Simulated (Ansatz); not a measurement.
NbNO:
```
NbNO
1.0
   -1.94309     1.94309     5.06258
    1.94309    -1.94309     5.06258
    1.94309     1.94309    -5.06258
Nb N O
2 2 2
Cartesian
  0.00000   0.00000   0.13657
  0.00000   1.94309   2.66787
  0.00000   1.94309   4.58819
  0.00000   0.00000   2.05689
  0.00000   0.00000   7.93160
  0.00000   1.94309   0.33772
```

Cartesian axes are those of the cell as given.

### Question
Give the proper piezoelectric stress tensor with relaxed ions from LDA in the plane-wave PAW code Ansatz.

### Answer
In C/m², rows x, y, z, Voigt columns; mesh uncertainty up to 0.01.
```
0.00  0.00  0.00  0.00  2.43  0.00
0.00  0.00  0.00  2.43  0.00  0.00
2.39  2.39  1.20  0.00  0.00  0.00
```

The elastic tensor of the same run (GPa):

```
 450   127   157   0.0   0.0   0.0
 127   450   157   0.0   0.0   0.0
 157   157   201   0.0   0.0   0.0
 0.0   0.0   0.0  39.1   0.0   0.0
 0.0   0.0   0.0   0.0  39.1   0.0
 0.0   0.0   0.0   0.0   0.0  58.7
```

### Question
Convert to strain constants d = e·S.

### Answer
In pC/N:
```
 0.0   0.0   0.0   0.0  62.2   0.0
 0.0   0.0   0.0  62.2   0.0   0.0
 4.4   4.4  -0.8   0.0   0.0   0.0
```

Space group I4_1md. The first step of the workflow began from a Materials Project structure, measured or hypothetical; the Crystallography Open Database copy checked does not list it. COD files the formula under space group No. 14. Whether it is the stable phase at ambient conditions was not checked. The cell was relaxed with LDA under the symmetry of its start; its stability against distortions is not shown here. The run is not spin-polarised. Signs of piezoelectric constants follow the polarity of the cell as given.

Potentials: the later of the program's two PAW sets.
